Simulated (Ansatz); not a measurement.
# YAg$_{4}$Sb$_{2}$: reading a single point

```xyz
7
Lattice="4.6911 0.0000 0.0000 -2.3455 4.0626 0.0000 0.0000 -2.7084 8.2562" Properties=species:S:1:pos:R:3 pbc="T T T"
Y     0.0000    0.0000    0.0000
Ag    0.0000    0.0000    3.5154
Ag    2.3455    1.3542    4.7408
Ag    0.0000    2.7084    2.5186
Ag    2.3455   -1.3542    5.7376
Sb    0.0000    0.0000    6.3053
Sb    2.3455    1.3542    1.9509
```

Method: PBE, no spin polarisation; PAW, plane waves to 420 eV, 8×8×8 Γ-centred mesh, fermi-dirac occupations (width 0.1 eV) (Ansatz 0.2.0), atoms fixed.

Problem. What do density and ELF say about some of the short contacts?

Solution. Ag–Sb at 2.77 Å: least valence density 0.32 e/Å³ and ELF 0.34 there. Ag–Ag at 2.89 Å: least valence density 0.21 e/Å³ and ELF 0.16 there. Y–Sb at 3.34 Å: least valence density 0.14 e/Å³ and ELF 0.17 there. These are pseudo-fields; inside the PAW spheres they differ from the all-electron ones.

Problem. Is it stable against the elements?

Solution. -0.22 eV an atom against the elements' usual phases (free molecules for gases, crystals otherwise, with no correction for O₂ or N₂), so it is bound against them; other compounds may still compete. Relaxing would lower it.

Problem. How is the charge shared?

Solution. Bader charges in e: Y +1.58, Ag -0.19 to -0.06, Sb -0.54. In the mean Y gives up most and Sb takes most.

Problem. Where is the largest force?

Solution. The largest is on Sb6 (and as large on other atoms): 1.21 eV/Å, components (0.00, 0.00, 1.21). It makes 102° with the line to a nearest neighbour, Ag5 at 2.77 Å.

Problem. Is there a gap?

Solution. It is a metal, with about 2 states/eV a cell as the mean within 0.25 eV of the Fermi level, mostly Y d (48 %) and Sb p (15 %).

Origin: a known structure type with other elements, at an estimated volume, so it need not be a known compound.
